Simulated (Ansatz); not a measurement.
**Surface calculation: fcc Rh (100), 1 layer**

The slab is cut from the fcc crystal, the stable phase, as relaxed on PAW files (14.05 Å³/atom), with 16 Å of vacuum and a dipole correction:

```
Rh
1.0
     2.70851    0.00000    0.00000
     0.00000    2.70851    0.00000
     0.00000    0.00000   16.00000
Rh
1
Cartesian
  0.0000 0.0000 8.0000
```

All numbers are PBE results (scalar-relativistic) from Ansatz 0.2.0, with a Γ-centred 13×13×1 k mesh, Fermi–Dirac smearing of 0.05 eV, no spin polarisation. Methods: LAPW: all electrons, basis error target 1 meV/atom; PAW: frozen-core files, cutoff 420 eV.

The bulk energy comes from a cell in the slab's orientation on a 13×13×10 mesh. The surface energy is (E(slab) − N·E(bulk))/2A at zero smearing, the mean of both faces; thin slabs carry quantum-size effects.

As cut, the LAPW slab lies 2.413 eV above 1 atom of bulk. What surface energy is that?

Over two faces of 7.34 Å² it is 164.4 meV/Å², and times 16.02 J/m² per eV/Å² that gives γ = 2.635 J/m².

```tsv
method	γ as cut (J/m²)	Φ as cut (eV)
LAPW	2.635	?
```

What belongs in the row "LAPW", column "Φ as cut (eV)"?

5.62.

What changes if relativity is switched off, at the same positions?

LAPW then gives: no gap, work function 5.36 eV.

What changes if the images along the normal are cut off in place of the dipole correction?

LAPW then gives: no gap, work function 5.62 eV; PAW: no gap, work function 5.62 eV.
